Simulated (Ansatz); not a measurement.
The relaxed structure here is a generated cell of ScCo: the first start was made by placing the elements on the sites of a structure type, and the end was not matched to a known phase here, so it may be hypothetical.

The end point of a relaxation of ScCo. These are PBEsol (plane waves to 420 eV, PAW, scalar-relativistic; Ansatz, a quantum-chemistry and plane-wave program) values and carry that method's errors.

```cif
data_Co4Sc4
_chemical_formula_sum 'Sc4 Co4'
_space_group_name_H-M_alt 'P 1'
_space_group_IT_number 1
_cell_length_a 4.92765
_cell_length_b 4.92765
_cell_length_c 4.92765
_cell_angle_alpha 90.000
_cell_angle_beta 90.000
_cell_angle_gamma 90.000
loop_
_space_group_symop_operation_xyz
  'x, y, z'
loop_
_atom_site_label
_atom_site_type_symbol
_atom_site_fract_x
_atom_site_fract_y
_atom_site_fract_z
_atom_site_occupancy
Sc1 Sc 0.16631 0.16631 0.16631 1
Sc2 Sc 0.66631 0.33369 0.83369 1
Sc3 Sc 0.83369 0.66631 0.33369 1
Sc4 Sc 0.33369 0.83369 0.66631 1
Co1 Co 0.84661 0.84661 0.84661 1
Co2 Co 0.34661 0.65339 0.15339 1
Co3 Co 0.15339 0.34661 0.65339 1
Co4 Co 0.65339 0.15339 0.34661 1
```

Question: Find the space group and the Wyckoff positions (tolerance 0.01 Å).

Answer: Space group P2₁3 (No. 198); a = b = c = 4.9276 Å, α = β = γ = 90.00°

```json
[
 {"atom": "Sc", "site": "4a", "symmetry": ".3.", "x": "0.1663", "y": "0.1663", "z": "0.1663"},
 {"atom": "Co", "site": "4a", "symmetry": ".3.", "x": "0.8466", "y": "0.8466", "z": "0.8466"}
]
```

This is the AFLOW prototype AB_cP8_198_a_a (B20, as in FeSi).

Question: Give the shortest distances between elements (the closest pairs, up to four, under 3.6 Å).

Answer: Co–Sc 2.56 Å; Co–Co 3.04 Å; Sc–Sc 3.07 Å.

| Item | Result |
|---|---|
| Volume per atom | 14.96 Å³ |
| Density | 5.77 g/cm³ |
| Band gap | no gap on the sampled points, where the bands overlap only slightly; such a result is sensitive to mesh and level |
| Magnetic moment | zero (the starting moments vanished) |

No spin polarisation in the result: the starting moments vanished. A magnetic state may lie lower.

The run could not lose the symmetry of its start, so the end can be a saddle point.
